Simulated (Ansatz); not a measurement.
B (α-B12), relaxed with PBE (Ansatz, a quantum-chemistry and plane-wave program, plane waves, PAW): a = 4.898 Å, b = 4.898 Å, c = 12.546 Å, α = 90.00°, β = 90.00°, γ = 120.00°.

- gap (eV) = 1.44

Problem. The same phase is relaxed and computed with PBE+D3(BJ) in the same code. What are the cell and these values now?

Solution. a = b = 4.861 Å, c = 12.462 Å, α = β = 90.00°, γ = 120.00°.

gap (eV): 1.37

All cells were relaxed under the symmetry of their starts (and spin orders); stability against distortions was not tested throughout.

Potentials: the earlier of the program's two PAW sets.

Ansatz is a plane-wave DFT program.
